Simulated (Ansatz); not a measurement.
# Bi-209 nuclear quadrupole resonance in BiTe

Cell: a structure deposited in the COD, ions relaxed with PBE at fixed cell.

Space group P-3m1 (No. 164); a = 4.4220, c = 24.0500 Å, γ = 120.00°.

```csv
site,Wyckoff,site symmetry,x,y,z
Bi1,2c,3m.,0.0000,0.0000,0.1248
Bi3,2d,3m.,0.3333,0.6667,0.2916
Bi5,2d,3m.,0.6667,0.3333,0.4650
Te7,2d,3m.,0.3333,0.6667,0.0537
Te9,2d,3m.,0.6667,0.3333,0.2087
Te11,2c,3m.,0.0000,0.0000,0.3636
```

One atom of each set is listed.

The numbers come from a DFT calculation in Ansatz (PBE, plane waves and PAW (field gradients read without the response of the frozen cores, which leaves them typically 4 to 6 % off), scalar-relativistic, 420 eV cutoff, Γ-centred 9×9×2 k-points, Fermi–Dirac smearing 0.05 eV).

Bi-209: I = 9/2, Q = -516.0 mb (year-2017 value). Static lattice, zero field.

Sites with a gradient: Bi1 (2 atoms; 6 Te at 3.07–3.26 Å); Bi3 (2 atoms; 6 Te at 3.08–3.24 Å); Bi5 (2 atoms; 3 Bi at 3.06 Å, 3 Te at 3.53 Å).

Question: The simulated spectrum has lines at 0.285, 0.570, 0.856, 1.14, 1.19, 2.39, 3.16, 3.58, 4.78, 6.32, 9.49, 12.6 MHz. Sort them into the sets that belong together, and say which site each set most likely comes from.

Answer: For I = 9/2 and η = 0 the lines are |C_Q|/24 times 1, 2, 3 and 4; η shifts the lowest up most. Bi1: 0.285, 0.570, 0.856, 1.14 MHz (|C_Q| = 6.85 MHz, η = 0.00). Bi3: 1.19, 2.39, 3.58, 4.78 MHz (|C_Q| = 28.7 MHz, η = 0.00). Bi5: 3.16, 6.32, 9.49, 12.6 MHz (|C_Q| = 75.9 MHz, η = 0.00).

The sites follow from the calculation. An axis of threefold or higher order runs through Bi1, Bi3 and Bi5, so V_zz lies along it and η is zero.

Spin–orbit coupling is left out, which shifts gradients on Bi by a few per cent in wide-gap crystals, and can shift them far more where the calculated gap is small or absent, as here. Newer work puts Q(²⁰⁹Bi) near −420 mb, which would lower these couplings by about a fifth. With a gap of 0.13 eV under a smearing of 0.05 eV the band edges are partly filled, so small gradients can hang on the smearing and the k-mesh.
